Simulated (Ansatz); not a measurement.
Consider the following.

V₅Si₃:
```
V5Si3
1.0
   -4.65389     4.65389     2.33903
    4.65389    -4.65389     2.33903
    4.65389     4.65389    -2.33903
V Si
10 6
Cartesian
  0.69593   7.21386   0.00000
  3.95796  -2.55997   2.33903
  2.09393   0.69593   0.00000
  2.55997   3.95796   2.33903
  0.69593   2.09393   2.33903
  3.95796   2.55997   0.00000
  2.09393  -0.69593   2.33903
  2.55997   5.34983   0.00000
  4.65389   0.00000   1.16951
  0.00000   4.65389   1.16951
  6.19901   1.54512   0.00000
 -1.54512   3.10877   2.33903
  3.10877   1.54512   2.33903
  1.54512   3.10877   0.00000
  0.00000   0.00000   3.50854
  0.00000   0.00000   1.16951
```

This is the PBEsol-relaxed structure.

Task: All from PBEsol (plane waves, PAW; program Ansatz), unless another level is named. Predict the electronic character.

Result: metallic (no gap).

Task: Predict the density of states at the Fermi level.

Result: 0.62 states/eV per atom (mean over ±0.08 eV).

Task: What about the formation energy from the elements (no fitted shifts)?

Result: -0.64 eV/atom.

Space group I4/mcm. The first step of the workflow began from a Materials Project structure, measured or hypothetical; the Crystallography Open Database files this formula in space group No. 140, but the cells were not matched. Whether it is the stable phase at ambient conditions was not checked. The cell was relaxed with PBEsol under the symmetry of its start; whether a distortion lowers the energy is not shown. No spin polarisation was allowed. The references are the lowest solids computed at this level, not always the standard phases.

Potentials: the later of the program's two PAW sets.
